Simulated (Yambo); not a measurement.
Ga2O3 (corundum, space group R-3c, No. 167), G0W0@PBEsol in Yambo with this input:

```
rim_cut
gw0
dyson
el_el_corr
HF_and_locXC
ppa
em1d
RandQpts= 1000000
RandGvec= 1 Ry
EXXRLvcs= 84 Ry
VXCRLvcs= 336 Ry
Chimod= "HARTREE"
% BndsRnXp
 1 | 166 |
%
NGsBlkXp= 7 Ry
% LongDrXp
 1.0 | 1.0 | 1.0 |
%
PPAPntXp= 27.2114 eV
% GbndRnge
 1 | 166 |
%
GTermKind= "BG"
DysSolver= "n"
ExtendOut
```

On a 4×4×4 mesh, with wavefunctions cut at 84 Ry, the gap ((0, 0, 0.25) → Γ) is 3.836 eV and the valence edge shifts by -0.556 eV.

### Question
What happens with this change: 3 Ry block?

### Answer
The gap falls by 0.085 eV, to 3.751 eV; the shift of the valence edge becomes -0.550 eV. Neither run is shown to be the converged limit.

The standard potential for Ga keeps a d shell in the valence without the s and p states of that shell. In tests on such compounds this moved G0W0 gaps by up to about 0.9 eV, so absolute quasiparticle energies here are unreliable; differences between settings are what counts.

Spin-orbit coupling is not included.

Geometry of the Materials Project entry, not relaxed at this level; primitive cell a = b = c = 5.3317 Å, α = β = γ = 55.89°.

This is not the ordinary phase of the substance.

A shift is the quasiparticle energy of the state minus its PBEsol energy.
